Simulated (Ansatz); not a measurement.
Tl (hcp, Mg type)

Space group P6₃/mmc (No. 194); a = 3.6083 Å, b = 3.6083 Å, c = 5.5742 Å, α = 90.00°, β = 90.00°, γ = 120.00°

```tsv
atom	site	symmetry	x	y	z
Tl	2d	-6m2	0.6667	0.3333	0.2500
```

The relaxed cell is deformed in two ways at once: its volume V is scaled, and at that volume it is stretched along z (the c axis of the conventional cell) so that c/a changes. Fractional atomic positions are held.

These are PBE (plane waves to 420 eV, PAW, scalar-relativistic; Ansatz, a program for electronic structure) values and carry that method's errors. k mesh 15×15×9 (Γ-centred), Fermi-Dirac smearing 0.05 eV. Compression counts positive. With partly filled bands, the response to shear is sensitive to the k mesh, so small differences along c/a are uncertain. Spin-orbit coupling is left out, though Tl is heavy. The relaxed volume of Tl is well above the measured one; the method has no dispersion term. Tl was relaxed with its symmetry unable to fall. The last digit holds for this mesh only.

Changes of σzz (GPa) from the point V/V₀ = 1.000, (c/a)/(c/a)₀ = 1.000 when one coordinate moves alone (two changes are said to add if the coupling is within 5 % of the smaller one, nearly so within 20 %):

```csv
point,change
"V/V₀ = 1.000, (c/a)/(c/a)₀ = 0.880",1.71
"V/V₀ = 1.000, (c/a)/(c/a)₀ = 0.920",0.69
"V/V₀ = 1.000, (c/a)/(c/a)₀ = 0.960",0.31
"V/V₀ = 0.960, (c/a)/(c/a)₀ = 1.000",1.41
"V/V₀ = 0.973, (c/a)/(c/a)₀ = 1.000",0.90
"V/V₀ = 0.987, (c/a)/(c/a)₀ = 1.000",0.43
"V/V₀ = 1.013, (c/a)/(c/a)₀ = 1.000",-0.40
"V/V₀ = 1.027, (c/a)/(c/a)₀ = 1.000",-0.76
"V/V₀ = 1.040, (c/a)/(c/a)₀ = 1.000",-1.10
"V/V₀ = 1.000, (c/a)/(c/a)₀ = 1.040",-0.75
"V/V₀ = 1.000, (c/a)/(c/a)₀ = 1.080",-1.53
"V/V₀ = 1.000, (c/a)/(c/a)₀ = 1.120",-1.96
```

**Question.** What is the change at V/V₀ = 1.040, (c/a)/(c/a)₀ = 1.120, where both move, and how far is it from the sum?

**Answer.** The sum of the single changes is -1.10 + (-1.96) = -3.06; the calculation gives -2.71, so the coupling contributes 0.35 (over 20 % of the smaller single change, not additive).

(Under strain, the slope of the energy per volume gives the stress and its curvature an elastic modulus.)
